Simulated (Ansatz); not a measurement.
BaZrO3:
```xyz
5
Lattice="4.2050 0.0000 0.0000 0.0000 4.2050 0.0000 0.0000 0.0000 4.2050" Properties=species:S:1:pos:R:3 pbc="T T T"
O      0.0000     2.1025     2.1025
O      2.1025     0.0000     2.1025
O      2.1025     2.1025     0.0000
Ba     0.0000     0.0000     0.0000
Zr     2.1025     2.1025     2.1025
```

Relaxed with r²SCAN. Special points in fractions of this cell's reciprocal vectors: Γ (0.000, 0.000, 0.000); X (0.000, 0.500, 0.000); M (0.500, 0.500, 0.000); R (0.500, 0.500, 0.500).

**Question.** List the band energies nearest the valence-band maximum at these points for r²SCAN in the plane-wave PAW code Ansatz.

**Answer.** In eV from the valence-band maximum; about four levels below and three above (degenerate sets whole), none deeper than 8.9 eV; points with the same levels are listed once.

```csv
k,below,above
Γ,-1.01 -1.01 -1.01 -0.23 -0.23 -0.23,3.73 3.73 3.73
X,-1.70 -1.70 -1.62 -0.47 -0.47,4.09 6.17 6.17
M,-0.92 -0.92 -0.82 -0.05,6.17 6.17 6.98
R,-2.51 -2.51 -2.51 0.00 0.00 0.00,6.66 6.66 6.66
```

Space group Pm-3m (cubic perovskite). The cell was relaxed with r²SCAN under the symmetry of its start; phonons on a q-mesh show weakly imaginary modes. The run is not spin-polarised. Spin–orbit coupling is left out wherever it is not named.

Potentials: the later of the program's two PAW sets.
